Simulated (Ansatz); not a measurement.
Nb2N:
```
CELL_PARAMETERS angstrom
      5.26591     0.00000     0.00000
     -2.63296     4.56042     0.00000
      0.00000     0.00000     4.94550
ATOMIC_POSITIONS crystal
  Nb 0.00000 0.33357 0.75113
  Nb 0.00000 0.66643 0.24887
  Nb 0.66643 0.66643 0.75113
  Nb 0.33357 0.33357 0.24887
  Nb 0.33357 0.00000 0.75113
  Nb 0.66643 0.00000 0.24887
  N  0.66667 0.33333 0.50000
  N  0.33333 0.66667 0.50000
  N  0.00000 0.00000 0.00000
```

Relaxed with PBEsol. Special points in fractions of this cell's reciprocal vectors: Γ (0.000, 0.000, 0.000); M (0.500, 0.000, 0.000); K (0.333, 0.333, 0.000); A (0.000, 0.000, 0.500); L (0.500, 0.000, 0.500); H (0.333, 0.333, 0.500); H2 (0.333, 0.333, -0.500).

Q: List the band energies nearest the Fermi level at these points for PBEsol in the plane-wave PAW code Ansatz.

A: In eV from the Fermi level; about four levels below and three above (degenerate sets whole), none deeper than 8.9 eV; points with the same levels are listed once.

```json
[
 {"k": "Γ", "below": "-0.49 -0.49 -0.33 -0.26 -0.26", "above": "0.49 0.49 1.84 1.84"},
 {"k": "M", "below": "-1.89 -1.79 -1.77 -1.08", "above": "0.33 0.46 0.65"},
 {"k": "K", "below": "-2.33 -2.33 -1.63 -1.63 -1.32", "above": "0.59 0.59 0.97"},
 {"k": "A", "below": "-1.42 -1.42 -1.22 -1.22 -0.96", "above": "0.50 0.50 0.56"},
 {"k": "L", "below": "-1.90 -1.17 -1.12 -0.71", "above": "0.11 0.23 0.30"},
 {"k": "H", "below": "-1.17 -1.17 -0.26 -0.26", "above": "0.67 0.81 1.18 1.18"}
]
```

Space group P-31m. The first step of the workflow began from a Materials Project structure, measured or hypothetical; the Crystallography Open Database copy checked does not list it. Whether it is the stable phase at ambient conditions was not checked. The cell was relaxed with PBEsol under the symmetry of its start; its stability against distortions is not shown here. The run is not spin-polarised. With an odd number of electrons in the cell and no spin polarisation, the count alone makes it a metal. Spin–orbit coupling is left out wherever it is not named.

Potentials: the later of the program's two PAW sets.
